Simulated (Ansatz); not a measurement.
Al2Au (MoSi2 or CaC2 type, I4/mmm) under volume change, PBEsol (plane waves, PAW; program Ansatz), shape and atoms relaxed at each volume.

| V (Å³/atom) | E − E(relaxed) (meV/atom) | P (GPa) |
|---|---|---|
| 15.195 | 51.7 | 12.08 |
| 15.696 | 21.6 | 7.34 |
| 16.197 | 5.1 | 3.35 |
| 16.698 | 0.0 | 0.00 |
| 17.199 | 4.5 | -2.77 |
| 17.700 | 16.9 | -5.10 |
| 18.201 | 35.9 | -6.94 |

Question: What does a third-order Birch–Murnaghan fit give for V₀, B₀ and B′?

Answer: V₀ = 16.70 Å³/atom, B₀ = 101 GPa, B′ = 5.1.

The cell is a constructed one: a structure type filled with these elements; neither database checked (COD, Materials Project) lists it. COD files the formula under space group No. 225. Its standing as an ambient phase is unchecked. The cell was relaxed with PBEsol under the symmetry of its start; its stability against distortions is not shown here. Scalar-relativistic: spin–orbit coupling is off unless named, which matters more the heavier the elements.

Potentials: the earlier of the program's two PAW sets. The files were generated under PBE; for other functionals the program regenerates the frozen cores, and for LDA and PBEsol the local potential too.
